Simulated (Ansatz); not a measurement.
The start is a relaxed Al2Au cell with one Au and one Al atom exchanged in a cell of 6 atoms. Cell shape, volume and atoms are optimised at zero target pressure with PBEsol (plane waves to 420 eV, PAW, scalar-relativistic; Ansatz, a program for electronic structure). The first steps use a coarse 9×9×9 k-mesh.

Initial structure:
```yaml
crystal:
  lattice:
    - [0.00000, 6.00221, 6.00221]
    - [3.00111, 0.00000, 3.00111]
    - [3.00111, 3.00111, 0.00000]
  atoms:
    - { symbol: Al, position: [0.12500, 0.25000, 0.25000] }
    - { symbol: Al, position: [0.62500, 0.25000, 0.25000] }
    - { symbol: Al, position: [0.37500, 0.75000, 0.75000] }
    - { symbol: Au, position: [0.87500, 0.75000, 0.75000] }
    - { symbol: Al, position: [0.00000, 0.00000, 0.00000] }
    - { symbol: Au, position: [0.50000, 0.00000, 0.00000] }
```

```json
{
 "largest_initial_force": "1.67 eV/Å, on Au6 (atoms numbered as listed)",
 "volume_change": "+2.1 %, from 18.02 to 18.40 Å³/atom",
 "relative_to_the_parent": "It does not go back: it is caught in R3m (No. 160), 0.24 eV/atom above the parent",
 "Shortest distances (start → end)": "The closest pairs of elements (up to four, under 3.6 Å), start → end: Al–Au 2.60 → 2.54 Å; Au–Au 2.60 → 2.85 Å; Al–Al 2.60 → 2.64 Å",
 "optimiser_moves": "9"
}
```

Final structure:

Space group R3m, hexagonal axes (No. 160); a = 4.262 Å, b = 4.262 Å, c = 21.057 Å, α = 90.00°, β = 90.00°, γ = 120.00°

| atom | site | symmetry | x | y | z |
|---|---|---|---|---|---|
| Al | 3a | 3m | 0.0000 | 0.0000 | 0.6237 |
| Al | 3a | 3m | 0.0000 | 0.0000 | 0.1284 |
| Al | 3a | 3m | 0.0000 | 0.0000 | 0.8745 |
| Au | 3a | 3m | 0.0000 | 0.0000 | 0.3680 |
| Al | 3a | 3m | 0.0000 | 0.0000 | 0.0021 |
| Au | 3a | 3m | 0.0000 | 0.0000 | 0.5032 |
(The calculation used a cell of 6 atoms; values per cell refer to that cell.)

Final values are on a 13×13×13 k-mesh of the relaxed cell. No spin polarisation in the result.

The run could not lose the symmetry of its start.

The runs began from a structure in Materials Project; this end point is another cell, not compared with measured phases.
